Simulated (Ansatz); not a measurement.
Starting cell, Al (fcc, Cu type):

```
Al
1.0
    3.99199     0.00000     0.00000
    0.00000     3.99199     0.00000
    0.00000     0.00000     3.99199
Al
4
Direct
  0.00000   0.00000   0.00000
  0.50000   0.50000   0.00000
  0.50000   0.00000   0.50000
  0.00000   0.50000   0.50000
```

Scan: atom 3 (Al, nearest neighbour Al at 2.823 Å; its periodic images, 4.0 Å or more away, move with it) is displaced along Cartesian [111], direction (0.577, 0.577, 0.577) in Cartesian axes, by s. The other atoms stay.

Calculation: r2SCAN (plane waves to 500 eV, PAW, scalar-relativistic; Ansatz, a first-principles code). k mesh 9×9×9 (Γ-centred), Fermi-Dirac smearing 0.05 eV. The energy includes the smearing's −TS. With partly filled bands, energies and forces of such displacements shift with the k mesh and the smearing. On this mesh the relaxed cell isn't quite at rest: it carries a pressure of 0.3 GPa (compression positive) at the zero of the scan. Al was relaxed with its symmetry unable to fall. The zero of ΔE is the undisplaced structure. The last digit holds for this mesh only.

```tsv
s (Å)	ΔE (meV/cell)
-0.560	withheld
-0.448	630.2
-0.336	335.2
-0.224	142.6
-0.112	34.7
0.000	0.0
0.112	34.7
0.224	142.6
0.336	335.2
0.448	630.2
0.560	withheld
```

Task: Fit an even polynomial form (powers 2, 4) to the given rows and predict ΔE at s = -0.560.

Result: Least squares on the 9 given rows: ΔE = (2747)·s² + (1960)·s⁴, in meV/cell with s in Å; root-mean-square residual 0.10 meV/cell. At -0.560 the fit gives 1054.2 meV/cell; the calculation gives 1049.0 meV/cell, so the extrapolation is off by 5.2 (+0.5 %). The quadratic term alone would give 861.5 meV/cell.

(A displaced cell: forces are minus the slopes of the energy, force constants its curvatures, and phonons follow from these.)
